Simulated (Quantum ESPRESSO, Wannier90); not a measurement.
Wannierisation of Zn2SeS (R3m)

```xyz
4
Lattice="-1.9537 3.3840 0.0000 -3.9075 0.0000 0.0000 -1.9537 1.1280 6.3837" Properties=species:S:1:pos:R:3 pbc="T T T"
Zn     0.0000     0.0000     0.0716
Zn     1.9537    -1.1280     3.1223
Se    -1.9537     1.1280    -0.8071
S      0.0000     0.0000     2.4005
```

Materials Project entry mp-1215446; symmetrised, unrelaxed at this level. Not found in the COD (Crystallography Open Database) copy used; not checked further. Method: PBEsol plane waves in Quantum ESPRESSO 7.5 (PseudoDojo norm-conserving files, 69 Ry, no spin polarisation, no spin-orbit coupling), Bloch states on a 6×6×6 mesh through Γ, Wannier90 4.0.1. Density: 10×10×10 mesh, cold smearing 0.01 Ry. Spin-orbit coupling, left out, would split the p-like bands by a few tenths of an eV.

Bands 14-15,26-31 form an isolated set from -13.41 to 0.00 eV relative to the valence-band maximum (on the path) and are turned into 8 Wannier functions by minimising the spread from the start: s functions at the bond centres. Bands 16–25 (Zn 3d 94 %) lie between the kept ones and are excluded.

Centres (Cartesian, Å; one of the equivalent choices) and spreads:

| n | x | y | z | spread (Å²) | nearest atom |
|---|---|---|---|---|---|
| 1 | 1.379 | 0.796 | -0.552 | 2.377 | Se3 |
| 2 | -1.379 | 0.796 | -0.552 | 2.377 | Se3 |
| 3 | 0.000 | -1.592 | -0.552 | 2.377 | Se3 |
| 4 | 0.000 | 0.000 | 1.726 | 2.366 | S4 |
| 5 | -1.954 | 1.128 | -1.494 | 2.588 | Se3 |
| 6 | 0.542 | -0.313 | 2.595 | 2.362 | S4 |
| 7 | -0.542 | -0.313 | 2.595 | 2.362 | S4 |
| 8 | 0.000 | 0.626 | 2.595 | 2.362 | S4 |

Ω_I = 18.43 Å², Ω_total = 19.17 Å²; the interpolated bands follow pw.x to 13 meV rms on the path. It is the lowest total spread that any start reached here.
